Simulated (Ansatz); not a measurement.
Total density of states per atom from PBE in the plane-wave PAW code Ansatz, in 0.25 eV bins, energy from the Fermi level:

| E (eV) | states/eV/atom |
|---|---|
| -5.85 | 0.00 |
| -5.60 | 0.02 |
| -5.35 | 0.05 |
| -5.10 | 0.09 |
| -4.85 | 0.14 |
| -4.60 | 8.82 |
| -4.35 | 1.02 |
| -4.10 | 1.20 |
| -3.85 | 1.96 |
| -3.60 | 2.86 |
| -3.35 | 3.07 |
| -3.10 | 3.31 |
| -2.85 | 2.30 |
| -2.60 | 2.58 |
| -2.35 | 2.09 |
| -2.10 | 2.50 |
| -1.85 | 2.49 |
| -1.60 | 1.64 |
| -1.35 | 1.00 |
| -1.10 | 0.81 |
| -0.85 | 0.59 |
| -0.60 | 0.49 |
| -0.35 | 0.49 |
| -0.10 | 0.55 |
| 0.15 | 0.60 |
| 0.40 | 0.81 |
| 0.65 | 5.50 |
| 0.90 | 4.32 |
| 1.15 | 0.64 |
| 1.40 | 0.47 |
| 1.65 | 0.50 |
| 1.90 | 0.58 |
| 2.15 | 0.70 |
| 2.40 | 0.90 |
| 2.65 | 1.01 |
| 2.90 | 0.82 |
| 3.15 | 1.01 |
| 3.40 | 1.05 |
| 3.65 | 0.97 |
| 3.90 | 0.66 |
| 4.15 | 0.91 |
| 4.40 | 1.03 |
| 4.65 | 0.56 |

Question: Which of these materials gives this?
(A) BaAg2As2, I4/mmm (Ba on 2a, Ag on 4d, As on 4e)
(B) GdPd2, I4/mmm (Pd on 4d, Gd on 2a)
(C) Pd, diamond
(D) LaPd2, I4/mmm (La on 2a, Pd on 4d)

Answer: B, GdPd2, I4/mmm (Pd on 4d, Gd on 2a). Within 0.5 eV of the Fermi level: Gd 5d 45 %, Pd 4d 19 %, Gd 4f 11 %, Gd 6s 7 %, outside the projected shells 18 %. Projections are on Löwdin-orthogonalised atomic valence shells; empty p or d shells of many metals are not among them.

The workflow started from an entry of the Crystallography Open Database (COD). Its standing as an ambient phase is unchecked. The PBE relaxation kept the symmetry of its start; whether a distortion lowers the energy is not shown. The final state is ferromagnetic, chosen from 4 collinear starts compared on coarse meshes (ties went to the first, and starts can fall back to one state), not a proven ground state. The volume moved by -18 % from the start of the relaxation. The volume fell by over 15 % from the filed cell, which may lack light atoms or belong to other conditions. The 4f shell is in the valence, and the state reached may lie above the lowest one. No Hubbard U is applied. Scalar-relativistic: spin–orbit coupling is off unless named, which matters more the heavier the elements.

Potentials: the later of the program's two PAW sets.
